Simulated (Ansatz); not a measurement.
A geometry of Nb away from equilibrium: step 2 of the relaxation of a relaxed Nb cell displaced along its unstable phonon at q = (½, 0, 0) of its primitive reciprocal cell (140i cm⁻¹), largest move 0.15 Å. Level of theory: PBE (plane waves to 420 eV, PAW, scalar-relativistic; Ansatz, a quantum-chemistry and plane-wave program). Γ-centred k-mesh 4×8×12 on the run's cell (coarser than for final values), Fermi–Dirac smearing 0.05 eV.

```xyz
6
Lattice="9.6725 0.0105 0.0000 -2.4136 4.1804 0.0000 0.0000 0.0000 2.7074" Properties=species:S:1:pos:R:3:forces:R:3 pbc="T T T" free_energy=-27313.371 pressure_GPa=0.8
Nb     0.0000     0.0000    -0.0203    0.0000    0.0000    0.1852
Nb     2.4227     4.1857     0.0203    0.0000    0.0000   -0.1852
Nb     0.0253     2.8015     1.7025    0.1613    0.0931    0.1004
Nb     4.8616     2.8068     1.0050    0.1613    0.0931   -0.1004
Nb     2.3974     1.3841     1.0050   -0.1613   -0.0931   -0.1004
Nb     7.2336     1.3894     1.7025   -0.1613   -0.0931    0.1004
```

Positions in Å, forces in eV/Å, free energy of the cell in eV (comparable only within this code, potentials and settings). Largest force: 0.21 eV/Å, on Nb3, Nb4, Nb5, Nb6 (atoms numbered as listed); the geometry lies 0.01 eV/atom above the end of its relaxation.

No spin polarisation in the result.

The run could not lose the symmetry of its start, so the end can be a saddle point.

The end of the path is a generated cell of Nb: the first start was made by placing the elements on the sites of a structure type, and the end was not matched to a known phase here, so it may be hypothetical. Known forms of Nb include space group No. 229.
